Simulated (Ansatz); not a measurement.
## Notes on BaTiO3

```xyz
10
Lattice="4.0674 4.0674 0.0000 4.0674 -4.0674 0.0000 0.0000 0.0000 4.0674" Properties=species:S:1:pos:R:3 pbc="T T T"
Ba    2.0337   -2.0337    2.0337
Ba    2.0337    2.0337    2.0337
Ti    0.0000    0.0000    0.0000
Ti    4.0674    0.0000    0.0000
O     2.0337    0.0000    0.0000
O     6.1010    0.0000    0.0000
O     4.0674   -2.0337    0.0000
O     4.0674    2.0337    0.0000
O     0.0000    0.0000    2.0337
O     4.0674    0.0000    2.0337
```

The numbers come from plane-wave PAW DFT (Ansatz): r2SCAN, no spin polarisation, 500 eV, 5×5×6 Γ-centred k points, fermi-dirac occupations (width 0.1 eV). Nothing was relaxed.

What does the stress say?

The pressure is -8.7 GPa (compression positive), so with the atoms held at these fractions the cell would first shrink.

Which orbitals make up the band edges?

Within 0.7 eV of the edges, the states project mainly on O p (95 %) below the gap and on Ti d (90 %) above it.

Is it stable against the elements?

-3.38 eV an atom against the elements' usual phases (free molecules for gases, crystals otherwise, with no correction for O₂ or N₂), so it is bound against them; other compounds may still compete. Relaxing would lower it.

Metal or insulator? Give the gap.

The gap is 2.03 eV, indirect (the least direct gap found is 2.08 eV).

Origin: a database entry at a rescaled volume.
